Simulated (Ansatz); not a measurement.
The cell below belongs to a search over invented structures; it isn't taken from experiment.

Input and command of a plane-wave DFT calculation in Ansatz:

```yaml
crystal:
  lattice:
    - [-3.98212031, 3.98212031, 3.43142505]
    - [3.98212031, -3.98212031, 3.43142505]
    - [3.98212031, 3.98212031, -3.43142505]
  atoms:
    - { symbol: Mg, position: [0.99449843, 0.49449843, 0.15792871] }
    - { symbol: Mg, position: [0.33656972, 0.83656972, 0.84207129] }
    - { symbol: Mg, position: [0.49449843, 0.33656972, 0.5] }
    - { symbol: Mg, position: [0.83656972, 0.99449843, 0.5] }
    - { symbol: Mg, position: [0.16343028, 0.00550157, 0.5] }
    - { symbol: Mg, position: [0.50550157, 0.66343028, 0.5] }
    - { symbol: Mg, position: [0.66343028, 0.16343028, 0.15792871] }
    - { symbol: Mg, position: [0.00550157, 0.50550157, 0.84207129] }
    - { symbol: S, position: [0.75, 0.25, 0.5] }
    - { symbol: S, position: [0.25, 0.75, 0.5] }
basis:
  ecutwfc: 420
kpoints:
  mp_grid: { grid: [3, 3, 3] }
hamiltonian:
  xc: pbe
scf:
  occupations: { method: gaussian, width: 0.2 }
  lower_state_search: "off"
output:
  forces: true
  stress: true
  eigenvalues: true
relax:
  adjacent_minimum: "off"
  f_tol: 0.08
  max_steps: 16
  cell: { stress_tol: 0.8 }
```

```bash
ansatz run input.yaml --threads 1 --pin off --max-ram 2560MiB --backend cpu --events-out ev --progress --plain --runs-dir out
```

Processor: AMD EPYC (Zen 3), 1 thread, on a host shared with other jobs.

Question: Estimate time, memory and problem size.

Answer: About 3 min, peak memory 0.65 GiB. It solves 56 bands at 6 k points (after reduction by symmetry) with about 8761 plane waves (on the last cell), in 71 SCF iterations over 13 ionic steps.
